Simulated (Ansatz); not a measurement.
Values for one crystal, relaxed and computed with r²SCAN+D4 (plane waves, PAW; program Ansatz); other levels are named.

- Volume per atom: 17.16 Å³
- Band gap: 2.51 eV (indirect)
- Valence-band maximum: at Γ
- Formation energy from the elements (no fitted shifts): -2.12 eV/atom
- Conduction-band minimum: off the standard path, at k = (-0.068, 0.260, -0.401) in fractions of the reciprocal vectors
- Smallest direct gap on the standard path: 2.88 eV
- Hole effective mass: 0.72, 1.6, 1.6 mₑ (principal values)

Question: Pick the material that matches.
(A) HfNCl, R-3m (Hf on 6c, N on 6c, Cl on 6c)
(B) GaN, P6_422 (Ga on 3d, N on 3c)
(C) ZnBr2, R-3m (Zn on 3a, Br on 6c)
(D) CrCl3, C2/m (Cr on 4g, Cl on 8j, Cl on 4i)

Answer: A, HfNCl, R-3m (Hf on 6c, N on 6c, Cl on 6c)

The first step of the workflow began from a Materials Project structure, measured or hypothetical; the Crystallography Open Database copy checked does not list it. Its standing as an ambient phase is unchecked. The r²SCAN+D4 relaxation kept the symmetry of its start; whether a distortion lowers the energy is not shown. No spin polarisation was allowed. The references are the lowest solids computed at this level, not always the standard phases (solids in place of the gases). Spin–orbit coupling is left out wherever it is not named.

Potentials: the later of the program's two PAW sets.
